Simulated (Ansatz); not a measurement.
ZnGeP₂ (chalcopyrite, space group No. 122) at seven volumes, plane-wave PAW HSE06 (Ansatz code), shape and atoms relaxed at each. One row is withheld.

```tsv
V (Å³/atom)	P (GPa)
18.308	9.65
18.912	?
19.515	2.71
20.119	0.00
20.723	-2.30
21.326	-4.25
21.930	-5.91
```

Fit the shown pressures and predict the withheld one.

Third-order Birch–Murnaghan: P = (3/2)B₀(x^(7/2) − x^(5/2))[1 + (3/4)(B′ − 4)(x − 1)] with x = (V₀/V)^(2/3). Least squares on the six rows gives V₀ = 20.119 Å³/atom, B₀ = 82.97 GPa, B′ = 4.43. At V = 18.912, x = 1.0421 and P = 5.89 GPa. The run itself gave 5.90 GPa.

Space group I-42d (chalcopyrite). The cell was relaxed with HSE06 under the symmetry of its start.

Potentials: the later of the program's two PAW sets.
